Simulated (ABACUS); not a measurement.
ABACUS run on MgO (Fm-3m, 8 atoms in the cell; from Materials Project mp-1265, changed as shown): self-consistent single point.

Level of theory: PBE, PseudoDojo 0.5 standard norm-conserving PBE (tails mended) pseudopotentials (plane waves; ABACUS 3.10.1).

The change in words: lattice scaled by 1.02. Reference geometry (Fm-3m):
```yaml
crystal:
  lattice:
    - [4.19400, 0.00000, 0.00000]
    - [0.00000, 4.19400, 0.00000]
    - [0.00000, 0.00000, 4.19400]
  atoms:
    - { symbol: Mg, position: [0.00000, 0.00000, 0.00000] }
    - { symbol: Mg, position: [0.00000, 0.50000, 0.50000] }
    - { symbol: Mg, position: [0.50000, 0.00000, 0.50000] }
    - { symbol: Mg, position: [0.50000, 0.50000, 0.00000] }
    - { symbol: O, position: [0.50000, 0.00000, 0.00000] }
    - { symbol: O, position: [0.50000, 0.50000, 0.50000] }
    - { symbol: O, position: [0.00000, 0.00000, 0.50000] }
    - { symbol: O, position: [0.00000, 0.50000, 0.00000] }
```

Reference input (self-consistent single point, DFT, PBE, plane waves, PseudoDojo 0.5 standard norm-conserving PBE (tails mended) pseudopotentials): KPT = Gamma 6 6 6 0 0 0; basis_type = pw; ecutwfc = 84 Ry; smearing_method = fixed; potentials = PseudoDojo 0.5 standard norm-conserving PBE (tails mended); symmetry = 1; ks_solver = dav_subspace; scf_nmax = 100; scf_thr = 1.0e-09 Ry; mixing_type = pulay; mixing_beta = 0.7. This run's input differs from it in these lines:

```diff
@@ -22,8 +22,8 @@
 LATTICE_CONSTANT
-7.925511
+8.084022
 
 LATTICE_VECTORS
-   1.0000000463    0.0000000000    0.0000000000
-   0.0000000000    1.0000000463    0.0000000000
-   0.0000000000    0.0000000000    1.0000000463
+   0.9999999498    0.0000000000    0.0000000000
+   0.0000000000    0.9999999498    0.0000000000
+   0.0000000000    0.0000000000    0.9999999498
 
@@ -36,5 +36,5 @@
    0.0000000000    0.0000000000    0.0000000000 1 1 1
-   0.0000000000    0.5000000231    0.5000000231 1 1 1
-   0.5000000231    0.0000000000    0.5000000231 1 1 1
-   0.5000000231    0.5000000231    0.0000000000 1 1 1
+   0.0000000000    0.4999999749    0.4999999749 1 1 1
+   0.4999999749    0.0000000000    0.4999999749 1 1 1
+   0.4999999749    0.4999999749    0.0000000000 1 1 1
 
@@ -43,6 +43,6 @@
 4
-   0.5000000231    0.0000000000    0.0000000000 1 1 1
-   0.5000000231    0.5000000231    0.5000000231 1 1 1
-   0.0000000000    0.0000000000    0.5000000231 1 1 1
-   0.0000000000    0.5000000231    0.0000000000 1 1 1
+   0.4999999749    0.0000000000    0.0000000000 1 1 1
+   0.4999999749    0.4999999749    0.4999999749 1 1 1
+   0.0000000000    0.0000000000    0.4999999749 1 1 1
+   0.0000000000    0.4999999749    0.0000000000 1 1 1
 # file: KPT
```

Log, with long lists cut:

```
 SELF-CONSISTENT
 -------------------------------------------
                                 init_chg = atomic

 PW ALGORITHM --------------- ION=   1  ELEC=   1--------------------------------

 Density error is 1.56260706826
                          Error Threshold = 0.01
 E_KohnSham     -607.8035319329      -8269.5912988122
 E_Fermi        0.3379102646         4.5975050108

 PW ALGORITHM --------------- ION=   1  ELEC=   2--------------------------------

 Density error is 0.9041517426
                          Error Threshold = 0.00244157354416
 E_KohnSham     -608.2339927675      -8275.4480189294
   [... lines left out ...]

 Density error is 4.25232061346e-09
                          Error Threshold = 3.3986021664e-11
 E_KohnSham     -608.4106329144      -8277.8513314221
 E_Fermi        0.5509353235         7.4958596290

 PW ALGORITHM --------------- ION=   1  ELEC=   9--------------------------------

 Density error is 3.1836969921e-10
                          Error Threshold = 6.64425095854e-12
 E_KohnSham     -608.4106329146      -8277.8513314249
 E_KS(sigma->0) -608.4106329146      -8277.8513314249
 E_entropy(-TS) 0.0000000000         0.0000000000
 E_Fermi        0.5509452970         7.4959953254
 charge density convergence is achieved
 final etot is -8277.8513314 eV
 EFERMI = 7.4959953254 eV

 STATE ENERGY(eV) AND OCCUPATIONS    NSPIN == 1
   [... 39 lines left out ...]

 TOTAL-FORCE (eV/Angstrom)
                       Mg1         0.0000000000         0.0000000000         0.0000000000
                       Mg2         0.0000000000         0.0000000000         0.0000000000
                       Mg3         0.0000000000         0.0000000000         0.0000000000
                       Mg4         0.0000000000         0.0000000000         0.0000000000
                        O1         0.0000000000         0.0000000000         0.0000000000
                        O2         0.0000000000         0.0000000000         0.0000000000
                        O3         0.0000000000         0.0000000000         0.0000000000
   [... lines left out ...]

 TOTAL-STRESS (KBAR)
       -26.0136369661        -0.0000000000         0.0000000000
         0.0000000000       -26.0136369661         0.0000000000
         0.0000000000         0.0000000000       -26.0136369661
 TOTAL-PRESSURE: -26.013637 KBAR

 --------------------------------------------
 !FINAL_ETOT_IS -8277.8513314249357791 eV
 --------------------------------------------
```

The run converged in 9 iterations. Against the reference run the free energy falls by 6.7 meV/atom, the pressure goes from 6.72 to -2.60 GPa and the gap on the mesh goes from 4.895 to 4.325 eV.

The structure comes from a collection of computed structures, made at another level of theory; the collection holds predicted forms beside known ones.

Cost on one core: very roughly 40 core-seconds.

“Tails mended”: in these copies of the files the far tail of each local potential was reset to the Coulomb form.
